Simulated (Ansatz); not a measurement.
# SiO2: O-17 nuclear quadrupole resonance

Cell: an entry of the Crystallography Open Database (COD) (the cell was measured well above room temperature) whose atoms were relaxed with PBE, the cell held.

Space group P4_12_12 (No. 92); a = 4.9890, c = 6.9910 Å.

```
site  Wyckoff  site symmetry       x       y       z
  Si       4a            ..2  0.3028  0.3028  0.0000
   O       8b              1  0.2377  0.1119  0.1826
```

One atom of each set is listed.

Level of theory: DFT, PBE, plane waves and PAW, scalar-relativistic, 420 eV cutoff, Γ-centred 4×4×3 k-points, Fermi–Dirac smearing 0.02 eV (Ansatz 0.2.0).

O-17: I = 5/2, Q = -25.58 mb (year-2017 value). Static lattice, zero field.

(1) The simulated lines lie at 0.915, 1.76 MHz. What are |C_Q|, η and |V_zz| at O?

Results:

(1) For I = 5/2 and η = 0 the lines are 3|C_Q|/20 and twice that; η pulls their ratio below 2. Here |C_Q| = 5.90 MHz, η = 0.18 and |V_zz| = 9.54 × 10²¹ V/m². The calculation gives V_zz positive; the lines don't show the sign. The site has 2 Si at 1.63 Å, angle 144°.

At O V_zz runs parallel to the line that joins its two neighbours (within 1°).

The relaxation (5 steps) took 41 s of wall time (41 s of CPU time) and 0.4 GiB at its peak, on 1 thread of Arm Neoverse V1 (aarch64; 8 cores open to the job, memory cap 2.5 GiB, no GPU), a shared host with a load of 0.5 a core.
